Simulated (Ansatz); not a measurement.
Values for one crystal, relaxed and computed with LDA in the plane-wave PAW code Ansatz; other levels are named.

- Volume per atom = 17.24 Å³
- Band gap = 0.55 eV (indirect)
- Conduction-band minimum = at M (3 equivalent valleys)
- Formation energy from the elements (no fitted shifts) = 0.049 eV/atom
- Hole effective mass = 0.11, 1.4, 2.2 mₑ (principal values)
- Bulk modulus (Birch–Murnaghan fit) = 108 kbar
- Smallest direct gap on the standard path = 0.73 eV

Q: Which compound is it?
A) BN, P6_3/mmc (B on 2d, N on 2c)
B) AlP, zinc blende
C) BAs, Pnma (B on 4c, As on 4c)
D) BP, P6_3/mmc (B on 2c, P on 2d)

A: D, BP, P6_3/mmc (B on 2c, P on 2d)

The start of the workflow was typed in or built on a structure type; neither database checked (COD, Materials Project) lists it. It is not the phase usual at ambient conditions (space group No. 216). The LDA relaxation kept the symmetry of its start; phonons show weakly imaginary modes. A crystal of weakly bound layers computed without a dispersion correction: the cell and the soft elastic constants depend strongly on that. The references are the lowest solids computed at this level, not always the standard phases.

Potentials: the earlier of the program's two PAW sets. The files were generated under PBE; for other functionals the program regenerates the frozen cores, and for LDA and PBEsol the local potential too.
